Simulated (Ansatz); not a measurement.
Given:

NbRu:
```xyz
2
Lattice="3.0046 0.0000 0.0000 0.0000 3.0046 0.0000 0.0000 0.0000 3.3647" Properties=species:S:1:pos:R:3 pbc="T T T"
Nb     0.0000     0.0000     0.0000
Ru     1.5023     1.5023     1.6823
```

This is the LDA-relaxed structure.

All from the program Ansatz at the LDA level (PAW), unless another level is named. Predict the formation energy from the elements (no fitted shifts).

-0.17 eV/atom.

Give the density of states at the Fermi level.

1.2 states/eV per atom (mean over ±0.08 eV).

Space group P4/mmm (L1₀ or tetragonal B2). The workflow started from a Materials Project entry (that database holds measured and hypothetical structures alike); the Crystallography Open Database files this formula in space group No. 123, but the cells were not matched. Its standing as an ambient phase is unchecked. The LDA relaxation kept the symmetry of its start; of distortions, only those at the zone centre were tested. No spin polarisation was allowed. The references are the lowest solids computed at this level, not always the standard phases. Scalar-relativistic: spin–orbit coupling is off unless named, which matters more the heavier the elements.

Potentials: the later of the program's two PAW sets.
